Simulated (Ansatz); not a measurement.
BAs in space group P6_422 (No. 181; B on 3c, As on 3d) at seven volumes, DFT-PBE in the program Ansatz with PAW potentials, shape and atoms relaxed at each. One row is withheld.

| V (Å³/atom) | P (GPa) |
|---|---|
| 11.756 | 15.68 |
| 12.144 | 9.61 |
| 12.531 | ? |
| 12.919 | 0.00 |
| 13.306 | -3.77 |
| 13.694 | -6.98 |
| 14.081 | -9.71 |

**Question.** Fit the shown pressures and predict the withheld one.

**Answer.** P = (3/2)B₀(x^(7/2) − x^(5/2))[1 + (3/4)(B′ − 4)(x − 1)] with x = (V₀/V)^(2/3). Least squares on the six rows gives V₀ = 12.919 Å³/atom, B₀ = 136 GPa, B′ = 4.30. At V = 12.531, x = 1.0205 and P = 4.43 GPa. The run itself gave 4.42 GPa.

The start of the workflow was typed in or built on a structure type; neither database checked (COD, Materials Project) lists it. It is not the phase usual at ambient conditions (space group No. 216). The PBE relaxation kept the symmetry of its start; whether a distortion lowers the energy is not shown. Its formation energy is positive at this level, so the cell may be metastable or incomplete.

Potentials: the earlier of the program's two PAW sets.
